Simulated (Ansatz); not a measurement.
**How the vibrations of Ir change with volume**

Theory: Ansatz, DFT PBEsol, scalar-relativistic, plane waves, PAW. Settings: 420 eV plane-wave cutoff, Γ-centred 18×18×10 mesh, Fermi-Dirac smearing of 0.15 eV. No spin polarisation. Phonons by linear response, acoustic sum rule imposed.

The cell, relaxed at this level:
```yaml
crystal:
  lattice:
    - [2.72132, 0.00000, 0.00000]
    - [-1.36066, 2.35673, 0.00000]
    - [0.00000, 0.00000, 4.41002]
  atoms:
    - { symbol: Ir, position: [0.66667, 0.33333, 0.75000] }
    - { symbol: Ir, position: [0.33333, 0.66667, 0.25000] }
```

In a metal, frequencies depend on the k mesh and the smearing, soft modes most. Spin–orbit coupling is left out, which can shift energies with elements as heavy as these.

Cells at 0.98 and 1.02 times the equilibrium volume were relaxed in shape and atoms; γ = −d ln ν / d ln V, modes matched by rank.

(1) Give the optical frequencies at Γ (cm⁻¹) at the three volumes and the mode Grüneisen parameters.

(2) What pressures hold the two strained cells, and what bulk modulus follows?

## Answers

(1)
| 0.98 V | V | 1.02 V | γ | degeneracy |
| --- | --- | --- | --- | --- |
| 126 | 122 | 117 | 1.90 | 2 |
| 213 | 201 | 190 | 2.87 | 1 |

(2) 8.04 GPa at 0.98 V and -7.13 GPa at 1.02 V, so B = −dP/d ln V ≈ 379 GPa.

This form isn't the element's structure at ambient conditions.

Cost: 6 runs of about 4.6 core-minutes in all, on Intel Xeon Platinum 8488C (Sapphire Rapids) (shared hosts).